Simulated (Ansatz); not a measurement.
Ti (hcp, Mg type)

```xyz
2
Lattice="2.9390 0.0000 0.0000 -1.4695 2.5452 0.0000 0.0000 0.0000 4.6501" Properties=species:S:1:pos:R:3 pbc="T T T"
Ti     0.0000     1.6968     3.4876
Ti     1.4695     0.8484     1.1625
```

This relaxed cell (volume V₀) is scaled evenly in all directions, its shape held. Symmetry pins the atoms to their sites.

Computed with PBE (plane waves to 420 eV, PAW, scalar-relativistic; Ansatz, a program for electronic structure). k mesh 19×19×11 (Γ-centred), Fermi-Dirac smearing 0.05 eV. The energy includes the smearing's −TS. With the shape held, the modulus is that of even scaling; a crystal free to change shape is softer. Ti is run without spin polarisation. Ti was relaxed with its symmetry unable to fall. The zero of ΔE is the relaxed starting cell. The last digit holds for this mesh only.

```csv
V (Å³/atom),ΔE (meV/atom)
15.653,71.3
16.088,38.5
16.523,16.5
16.958,4.0
17.393,0.0
17.827,3.6
18.262,14.0
18.697,30.4
19.132,52.2
```

What is the fitted pressure derivative B₀′?

3.6.

What bulk modulus at fixed cell shape B₀ follows from a third-order Birch-Murnaghan fit?

112 GPa. Check by three points about V = 17.393 Å³/atom, step 0.870: d²E/dV² ≈ (16 − 2·0 + 14) meV / 0.870² = 0.0397 eV/Å⁶, and V·d²E/dV² × 160.2 = 111 GPa.

(Under strain, the slope of the energy per volume gives the stress and its curvature an elastic modulus.)
